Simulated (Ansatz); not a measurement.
With the program Ansatz at the PBEsol level (PAW), Hf2O in the hexagonal phase (P6_3/mmc; Hf on 4f, O on 2b) relaxes to a = 3.129 Å, c = 10.774 Å. Hf has 3 nearest neighbours from 2.35 Å (trigonal pyramidal); O has 6 nearest neighbours from 2.35 Å (trigonal prismatic). Against the elements it lies at -1.60 eV/atom, with no fitted shifts.

Electronic character: metallic (no gap). Gap from PBEsol with spin–orbit coupling: none (metallic).

The bulk modulus is 1800 kbar.

The start of the workflow was typed in or built on a structure type; neither database checked (COD, Materials Project) lists it. Whether it is the stable phase at ambient conditions was not checked. The PBEsol relaxation kept the symmetry of its start; its stability against distortions is not shown here. No spin polarisation was allowed. The references are the lowest solids computed at this level, not always the standard phases (solids in place of the gases). Spin–orbit coupling is left out wherever it is not named.

Potentials: the earlier of the program's two PAW sets. The files were generated under PBE; for other functionals the program regenerates the frozen cores, and for LDA and PBEsol the local potential too.
